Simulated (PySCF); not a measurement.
PySCF single point, HF/6-31G*, density fitting, vacuum, on phosphoric acid, H3PO4 (SMILES O=P(O)(O)O), charge 0, multiplicity 1.

```python
from pyscf import gto, scf, dft
mol = gto.M(atom='''
O     -0.998482    -0.090895    -1.073861
P      0.419559     0.117318    -0.390677
O      0.418060     0.115745     1.073861
O      1.311086    -1.005990    -1.072226
O      0.948251     1.451303    -1.070492
H     -1.668251     0.348888    -0.554398
H      1.264263    -1.806989    -0.554533
H      1.668251     1.806989    -0.553889
''', basis='6-31G*', charge=0, spin=0, verbose=3)
mf = scf.RHF(mol)
mf = mf.density_fit()
mf.max_cycle = 100
e = mf.kernel()
print('converged', mf.converged)
print('E_total', e)
print('nao', mol.nao)
print('HOMO', mf.mo_energy[mf.mo_occ > 0].max())
mf.dip_moment()
```

The program's output:

```
converged SCF energy = -642.011566636324
converged True
E_total -642.0115666363236
nao 80
HOMO -0.47303199433024323
Dipole moment(X, Y, Z, Debye):  0.00902, -0.00791, -0.13808
```

The total energy is -17470.02 eV.
